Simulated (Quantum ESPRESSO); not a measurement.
# Ta6ZrAl: input and log of a self-consistent run

A calculation, not a measurement. The program is pw.x of Quantum ESPRESSO 7.5 (plane-wave density functional theory). The cell is made up: eight metal atoms on a hexagonal close-packed lattice, with elements, volume, strain and displacements drawn at random and not relaxed, so it may be unstable or far from any real phase. PseudoDojo standard norm-conserving files set the functional (PBE unless stated); there is no spin polarisation or spin-orbit coupling, the Fermi-Dirac width of 0.25 eV means electrons at about 2900 K, and the masses in the input are unused placeholders. Heavy elements are run without spin-orbit coupling, which real alloys of them have. A spin test at this wide smearing found no moment, but such smearing suppresses magnetism that the real alloy may have.

Input:

```
&control calculation='scf', pseudo_dir='./dojo.nc.sr.pbe.v0_5.standard.upf', outdir='./o', disk_io='minimal', tprnfor=.true., tstress=.true. /
&system ibrav=0, nat=8, ntyp=3, nbnd=64, ecutwfc=66.00178263, nosym=.true., tot_charge=0,
 occupations='smearing', smearing='fd', degauss=0.0183746611
/
&electrons conv_thr=1.470e-08, electron_maxstep=70, mixing_beta=0.5 /
ATOMIC_SPECIES
Al 1.0 Al.upf
Ta 1.0 Ta.upf
Zr 1.0 Zr.upf
CELL_PARAMETERS angstrom
3.0664 0.0154 -0.0371
0.0267 5.2428 -0.0363
-0.1168 -0.066 9.7834
ATOMIC_POSITIONS angstrom
Ta 0.0974 0.0026 0.0007
Zr -0.0954 -0.1581 4.8728
Ta -0.0597 1.8632 2.5101
Ta -0.0118 1.7246 7.3762
Al 1.5611 2.6514 0.014
Ta 1.4935 2.7082 4.8266
Ta 1.4837 4.3712 2.3736
Ta 1.3043 4.3679 7.2695
K_POINTS automatic
8 5 3 1 1 1
```

The log is shortened where brackets say so; the opening notice, blank lines, dates and the lines on written files are dropped, and the path of the files is cut. It prints rydbergs, bohrs and kilobars, and counts compression as positive stress. Its total energy is the free energy E - TS of the whole cell.

```
     Program PWSCF v.7.5
     Parallel version (MPI & OpenMP), running on       4 processor cores
     Number of MPI processes:                 4
     Threads/MPI process:                     1
     [start-up lines left out]
     bravais-lattice index     =            0
     lattice parameter (alat)  =       5.7952  a.u.
     unit-cell volume          =    1061.1694 (a.u.)^3
     number of atoms/cell      =            8
     number of atomic types    =            3
     number of electrons       =        93.00
     number of Kohn-Sham states=           64
     kinetic-energy cutoff     =      66.0018  Ry
     charge density cutoff     =     264.0071  Ry
     scf convergence threshold =      1.5E-08
     mixing beta               =       0.5000
     number of iterations used =            8  plain     mixing
     Exchange-correlation= PBE
                           (   1   4   3   4   0   0   0)
     [axes and pseudopotential details left out]
   Cartesian axes
     site n.     atom                  positions (alat units)
         1        Ta     tau(   1) = (   0.0317609   0.0008478   0.0002283  )
         2        Zr     tau(   2) = (  -0.0311087  -0.0515544   1.5889584  )
         3        Ta     tau(   3) = (  -0.0194674   0.6075659   0.8185118  )
         4        Ta     tau(   4) = (  -0.0038478   0.5623702   2.4052854  )
         5        Al     tau(   5) = (   0.5090549   0.8645880   0.0045652  )
         6        Ta     tau(   6) = (   0.4870114   0.8831097   1.5738931  )
         7        Ta     tau(   7) = (   0.4838158   1.4253930   0.7740009  )
         8        Ta     tau(   8) = (   0.4253157   1.4243169   2.3704919  )
     number of k points=    60  Fermi-Dirac smearing, width (Ry)=  0.0184
                       cart. coord. in units 2pi/alat
        k(    1) = (   0.0628573   0.0585424   0.0533880), wk =   0.0333333
        k(    2) = (   0.0603357   0.0571081  -0.1556223), wk =   0.0333333
     [further k points left out]
     Dense  grid:    76813 G-vectors     FFT dimensions: (  30,  54,  96)
     Estimated max dynamical RAM per process >     278.77 MB
     Estimated total dynamical RAM >       1.03 GB
     Initial potential from superposition of free atoms
     starting charge      92.9897, renormalised to      93.0000
     Starting wfcs are   74 randomized atomic wfcs
     total cpu time spent up to now is        4.8 secs
     per-process dynamical memory:   227.7 Mb
     Self-consistent Calculation
     iteration #  1     ecut=    66.00 Ry     beta= 0.50
     Davidson diagonalization with overlap
     ethr =  1.00E-02,  avg # of iterations =  2.3
     total cpu time spent up to now is       14.6 secs
     total energy              =    -886.37269393 Ry
     estimated scf accuracy    <       1.13282975 Ry
     iteration #  2     ecut=    66.00 Ry     beta= 0.50
     Davidson diagonalization with overlap
     ethr =  1.22E-03,  avg # of iterations =  6.3
     total cpu time spent up to now is       28.9 secs
     total energy              =    -884.43506309 Ry
     estimated scf accuracy    <      54.73269463 Ry
     iteration #  3     ecut=    66.00 Ry     beta= 0.50
     Davidson diagonalization with overlap
     ethr =  1.22E-03,  avg # of iterations =  6.9
     total cpu time spent up to now is       42.4 secs
     total energy              =    -886.87635292 Ry
     estimated scf accuracy    <       1.81151195 Ry
     iteration #  4     ecut=    66.00 Ry     beta= 0.50
     Davidson diagonalization with overlap
     ethr =  1.22E-03,  avg # of iterations =  2.0
     total cpu time spent up to now is       51.1 secs
     total energy              =    -886.94019086 Ry
     estimated scf accuracy    <       1.93147604 Ry
     iteration #  5     ecut=    66.00 Ry     beta= 0.50
     Davidson diagonalization with overlap
     ethr =  1.22E-03,  avg # of iterations =  1.1
     total cpu time spent up to now is       59.0 secs
     total energy              =    -887.02453698 Ry
     estimated scf accuracy    <       0.16500611 Ry
     [iterations 6 to 14 left out]
     iteration # 15     ecut=    66.00 Ry     beta= 0.50
     Davidson diagonalization with overlap
     ethr =  2.04E-07,  avg # of iterations =  1.0
     total cpu time spent up to now is      153.8 secs
     total energy              =    -887.04508832 Ry
     estimated scf accuracy    <       0.00001577 Ry
     iteration # 16     ecut=    66.00 Ry     beta= 0.50
     Davidson diagonalization with overlap
     ethr =  1.70E-08,  avg # of iterations =  1.3
     total cpu time spent up to now is      162.0 secs
     total energy              =    -887.04508980 Ry
     estimated scf accuracy    <       0.00000106 Ry
     iteration # 17     ecut=    66.00 Ry     beta= 0.50
     Davidson diagonalization with overlap
     ethr =  1.14E-09,  avg # of iterations =  3.8
     total cpu time spent up to now is      171.8 secs
     total energy              =    -887.04508993 Ry
     estimated scf accuracy    <       0.00000008 Ry
     iteration # 18     ecut=    66.00 Ry     beta= 0.50
     Davidson diagonalization with overlap
     ethr =  8.94E-11,  avg # of iterations =  5.0
     total cpu time spent up to now is      182.6 secs
     total energy              =    -887.04508994 Ry
     estimated scf accuracy    <       0.00000003 Ry
     iteration # 19     ecut=    66.00 Ry     beta= 0.50
     Davidson diagonalization with overlap
     ethr =  3.01E-11,  avg # of iterations =  2.0
     total cpu time spent up to now is      191.2 secs
     End of self-consistent calculation
     [lines on levels left out]
!    total energy              =    -887.04508994 Ry
     estimated scf accuracy    <          7.2E-09 Ry
     smearing contrib. (-TS)   =      -0.13976182 Ry
     internal energy E=F+TS    =    -886.90532812 Ry
     The total energy is F=E-TS. E is the sum of the following terms:
     one-electron contribution =    -206.44696797 Ry
     hartree contribution      =     139.40335788 Ry
     xc contribution           =    -199.39561387 Ry
     ewald contribution        =    -620.46610417 Ry
     convergence has been achieved in  19 iterations
     Forces acting on atoms (cartesian axes, Ry/au):
     atom    1 type  2   force =    -0.00362916    0.01144210    0.00051755
     atom    2 type  3   force =    -0.01046678    0.05125209   -0.00231689
     atom    3 type  2   force =     0.00110509   -0.00798404   -0.04146404
     atom    4 type  2   force =    -0.01117087    0.00456175    0.02022940
     atom    5 type  1   force =     0.00096245   -0.00411628   -0.00657362
     atom    6 type  2   force =     0.00314384   -0.05884432    0.02724267
     atom    7 type  2   force =     0.00528545    0.01648188   -0.04078472
     atom    8 type  2   force =     0.01476998   -0.01279319    0.04314965
     Total force =     0.117079     Total SCF correction =     0.000375
     Computing stress (Cartesian axis) and pressure
          total   stress  (Ry/bohr**3)                   (kbar)     P=      -43.00
  -0.00040585  -0.00003705   0.00000722          -59.70       -5.45        1.06
  -0.00003705  -0.00040954  -0.00002076           -5.45      -60.24       -3.05
   0.00000722  -0.00002076  -0.00006158            1.06       -3.05       -9.06
     init_run     :      4.55s CPU      4.70s WALL (       1 calls)
     electrons    :    185.79s CPU    186.43s WALL (       1 calls)
     forces       :      2.08s CPU      2.10s WALL (       1 calls)
     stress       :      7.24s CPU      7.42s WALL (       1 calls)
     [timing details left out]
     PWSCF        :   3m19.76s CPU   3m20.77s WALL
     JOB DONE.
```

In other units: free energy -12068.863 eV for the cell, pressure -4.30 GPa, largest force component 1.513 eV/Å in size. The run took 202 s of wall time with four MPI processes on a shared machine (AMD EPYC, Zen 5, virtual cores), so the time is rough. A rerun of this cell at a higher cutoff and on a denser mesh moved values by no more than 0.006 eV in energy, 0.03 GPa in stress and 0.008 eV/Å in force, and a second program with other atomic files agreed on that cell to 2 % rms in force and 0.5 GPa in pressure.